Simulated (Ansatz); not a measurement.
A relaxed structure of Ti$_{3}$Al is spoiled in several ways and relaxed again each time (noise and exchanges are one random draw each; squeezed and stretched starts keep its symmetry, which their runs cannot lower; pressure is positive under compression). Computed with PBEsol (plane waves to 420 eV, PAW, scalar-relativistic; Ansatz, a first-principles code).

```cif
data_Al2Ti6
_chemical_formula_sum 'Ti6 Al2'
_space_group_name_H-M_alt 'P63/mmc'
_space_group_IT_number 194
_space_group_name_Hall '-P 6c 2c'
_cell_length_a 5.68726
_cell_length_b 5.68726
_cell_length_c 4.60790
_cell_angle_alpha 90.000
_cell_angle_beta 90.000
_cell_angle_gamma 120.000
loop_
_atom_site_label
_atom_site_type_symbol
_atom_site_symmetry_multiplicity
_atom_site_Wyckoff_symbol
_atom_site_fract_x
_atom_site_fract_y
_atom_site_fract_z
_atom_site_occupancy
Ti1 Ti 6 h 0.33935 0.16968 0.25000 1
Al1 Al 2 c 0.33333 0.66667 0.25000 1
```

| change | first pressure (GPa) | largest first force (eV/Å) | released (eV/atom) | moves | outcome | final group | E − E(parent) (eV/atom) |
|---|---|---|---|---|---|---|---|
| stretched uniformly to 130 % of its volume | ? | 0.00 | ? | 6 | ? | ? | ? |
| with every coordinate shifted by Gaussian noise of σ = 0.2 Å | – | – | 0.41 | 6 | returns to the parent | P6₃/mmc | 0.00 |
| deformed by the Cartesian strain tensor (xx, yy, zz, yz, xz, xy) = (0.060, -0.006, 0.110, 0.025, 0.011, -0.062) | -12.6 | 0.43 | 0.24 | 7 | returns to the parent | P6₃/mmc | 0.00 |

Q: Fill in the missing entries.

A: 
- stretched uniformly to 130 % of its volume, first pressure (GPa): -19.4
- stretched uniformly to 130 % of its volume, released (eV/atom): 0.36
- stretched uniformly to 130 % of its volume, outcome: returns to the parent
- stretched uniformly to 130 % of its volume, final group: P6₃/mmc
- stretched uniformly to 130 % of its volume, E − E(parent) (eV/atom): 0.00

First-step values come from each run's starting, coarser k-mesh (6×6×7, 7×7×7). Each cell has its own k-point mesh; energy differences are given only to the digits this allows. No spin polarisation in the result.
